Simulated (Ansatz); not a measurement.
# Compressing Be4FeGe: a fit and a missing row

Be4FeGe, F-43m, a = 5.934 Å. The structure is a Materials Project entry; whether it is the stable form wasn't checked. Ansatz: r2SCAN, PAW, 500 eV, Γ-centred 10×10×10 mesh on 6 atoms, Gaussian smearing 0.10 eV; no spin polarisation. Shape and atoms are relaxed at each volume; pressure is positive in compression.

```tsv
V (Å³/atom)	P (GPa)
8.183	?
8.444	5.25
8.705	0.00
8.966	-4.43
9.227	-8.12
```

Take V0 = 8.705 Å³/atom, fit the third-order Birch–Murnaghan form to the other rows, and predict the missing pressure.

With the Eulerian strain f = ½[(V0/V)^(2/3) − 1] and y = P/[3f(1 + 2f)^(5/2)], the form is the line y = B0 + 1.5 B0 (B0′ − 4) f. Rows (f, y): 0.01025, 162.3; -0.00975, 159.1; -0.01904, 156.6. Means f = -0.006180, y = 159.33; Σ(Δf)² = 0.0004481, ΣΔfΔy = 0.08473; the slope is their ratio. y = 160.5 + 189.1 f GPa, so B0 = 160.5 GPa and B0′ = 4 + 2 × (189.1)/(3 × 160.5) = 4.79. At V = 8.183, f = 0.02104, y = 164.48 and P = 11.51 GPa. The run gave 11.47 GPa, so the fit is 0.04 GPa too high, a small miss on the scale of the series. The form still works here, 33 % of the fitted range beyond its end.